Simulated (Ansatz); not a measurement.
BeS:
```xyz
6
Lattice="3.4369 0.0000 0.0000 -1.7184 2.9764 0.0000 0.0000 0.0000 7.8047" Properties=species:S:1:pos:R:3 pbc="T T T"
Be     1.7184     0.0000     0.0000
Be    -0.8592     1.4882     2.6016
Be     0.8592     1.4882     5.2031
S      1.7184     0.0000     3.9023
S     -0.8592     1.4882     6.5039
S      0.8592     1.4882     1.3008
```

Relaxed with r²SCAN+D4.

Q: Give the Bader charges and basin volumes of the independent atoms, r²SCAN+D4 in the plane-wave PAW code Ansatz.

A: 

```
atom  Bader charge (e)  Bader volume (Å³)
----  ----------------  -----------------
Be1              +1.68                2.1
S4               -1.68               24.5
```

Space group P6_422. The start of the workflow was typed in or built on a structure type; neither database checked (COD, Materials Project) lists it. COD files the formula under space group No. 216. Whether it is the stable phase at ambient conditions was not checked. Symmetry was held in the r²SCAN+D4 relaxation; its stability against distortions is not shown here.

Potentials: the earlier of the program's two PAW sets.
